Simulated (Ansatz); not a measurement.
This log comes from Ansatz, run on BBi (rocksalt). The starting cell was estimated from covalent radii.

Starting structure:
```
B Bi
1.0
     0.00000    2.48047    2.48047
     2.48047    0.00000    2.48047
     2.48047    2.48047    0.00000
B Bi
1 1
Cartesian
  0.0000 0.0000 0.0000
  2.4805 2.4805 2.4805
```

What the program printed (shortened):
```
Functional definition: PBE
Crystal: 2 atoms, lattice volume = 30.523 Å³
Basis set: ecut = 420 eV, 609 PW (Γ)
Bands: 13, of which v1, the nominal top of the filled ones, is band 9 counted from 1 (8 counted from 0)
Symmetry: 48 space group operations
Space group: Fm-3m (ITA 225)
k-points: 29 of 512
preconditioner: auto → none  [σ=0.020 eV  ℏωp=28.5 eV]
relax step 1: F+E_penalty+E_count = -12549.69069599 eV  P = +23.503 GPa  Ω = 30.523 Å³
relax step 2: F+E_penalty+E_count = -12550.04882455 eV  P = +3.584 GPa  Ω = 35.209 Å³
relax step 3: F+E_penalty+E_count = -12550.06195053 eV  P = +0.885 GPa  Ω = 36.207 Å³
relax step 4: F+E_penalty+E_count = -12550.06276806 eV  P = +0.102 GPa  Ω = 36.547 Å³
relax step 5: F+E_penalty+E_count = -12550.06275883 eV  P = +0.017 GPa  Ω = 36.592 Å³
relax step 6: F+E_penalty+E_count = -12550.06832793 eV  P = +0.137 GPa  Ω = 36.592 Å³  (SCF on a basis re-selected at this cell)
relax step 7: F+E_penalty+E_count = -12550.06832255 eV  P = -0.000 GPa  Ω = 36.668 Å³
relax step 8: F+E_penalty+E_count = -12550.06836547 eV  P = +0.000 GPa  Ω = 36.668 Å³  (SCF on a basis re-selected at this cell)
SCF converged after 7 iterations
Free energy (F): -12550.068365 eV
Internal energy: -12550.067407 eV  (E = F + TS)
E sigma→0 (E₀):  -12550.067886 eV
Entropy (-TS):   -0.000958 eV (-0.479 meV/atom)
Fermi energy:    12.030886 eV
--- Stress (GPa, compression-positive) ---
        0.000103       0.000000       0.000000
        0.000000       0.000103       0.000000
        0.000000       0.000000       0.000103
  P = ⅓ Tr σ = 0.0001 GPa (0.001 kbar)
--- Relaxed structure (6 steps of the walk, 6 accepted, 2 SCFs on fresh bases) ---
  F+E_penalty+E_count = -12550.06836547 eV
  cell:  # Å, volume = 36.6684 Å³
    - [0.000000, 2.636861, 2.636861]
    - [2.636861, 0.000000, 2.636861]
    - [2.636861, 2.636861, 0.000000]
  atoms:
    - { symbol: B, position: [0.000000, 0.000000, 0.000000] }
    - { symbol: Bi, position: [0.500000, 0.500000, 0.500000] }
```

Problem. What input produced it? Give the YAML.

Solution.
```yaml
crystal:
  # lattice and atoms as above
kpoints:
  mp_grid: { grid: [8, 8, 8] }
hamiltonian:
  xc: pbe
scf:
  occupations: { method: fermi_dirac, width: 0.02 }
relax:
  f_tol: 0.005
  cell: {}
```
The relax steps with a changing cell volume need the relax block with cell. This is the file that was run; thresholds and some counts can't be read off the log exactly.

Command: `ansatz run input.yaml --threads 2 --pin off --max-ram 2211MiB --backend cpu --events-out ev --progress --plain --runs-dir out`. Wall time 7 s on 2 threads of Arm Neoverse N1, on a shared host, load about 0.9 per core; peak host memory 0.31 GiB.

Spin-unpolarised throughout. Whether this structure exists isn't addressed.

Where bands overlap the cell is a metal at that level, and these k meshes limit energies, forces and stress. Overlaps of a few tenths of an eV in semilocal functionals can be an artefact that a hybrid or GW lifts.
